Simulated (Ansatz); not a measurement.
Here is the system:

FePO4:
```cif
data_Fe2O8P2
_chemical_formula_sum 'Fe2 P2 O8'
_space_group_name_H-M_alt 'P 1'
_space_group_IT_number 1
_cell_length_a 4.69733
_cell_length_b 4.69733
_cell_length_c 6.35712
_cell_angle_alpha 90.000
_cell_angle_beta 90.000
_cell_angle_gamma 112.311
loop_
_space_group_symop_operation_xyz
  'x, y, z'
loop_
_atom_site_label
_atom_site_type_symbol
_atom_site_fract_x
_atom_site_fract_y
_atom_site_fract_z
_atom_site_occupancy
Fe1 Fe 0.00000 0.00000 0.00000 1
Fe2 Fe 0.00000 0.00000 0.50000 1
P1 P 0.34882 0.65118 0.25000 1
P2 P 0.65118 0.34882 0.75000 1
O1 O 0.24095 0.75905 0.05135 1
O2 O 0.75905 0.24095 0.94865 1
O3 O 0.75905 0.24095 0.55135 1
O4 O 0.24095 0.75905 0.44865 1
O5 O 0.70846 0.77761 0.25000 1
O6 O 0.29154 0.22239 0.75000 1
O7 O 0.77761 0.70846 0.75000 1
O8 O 0.22239 0.29154 0.25000 1
```
The run is spin-polarised.

This is the r²SCAN-relaxed structure.

### Question
All from r²SCAN (plane waves, PAW; program Ansatz), unless another level is named. Estimate the magnetic order.

### Answer
antiferromagnetic.

### Question
Next, the Bader charges?

### Answer
Fe +1.97, P +3.88, O -1.47 to -1.45 e.

Space group Cmcm. The workflow started from a Materials Project entry (that database holds measured and hypothetical structures alike); the Crystallography Open Database copy checked does not list it. COD files the formula under space group No. 14, 61, 62, 152. Its standing as an ambient phase is unchecked. The r²SCAN relaxation kept the symmetry of its start, as lowered by the spin order; whether a distortion lowers the energy is not shown. Spin order of the final state: antiferromagnetic, chosen from 2 collinear starts compared on coarse meshes (ties went to the first, and starts can fall back to one state), not a proven ground state. Other orbital occupations within this spin state were not tried. No Hubbard U is applied.

Potentials: the later of the program's two PAW sets.
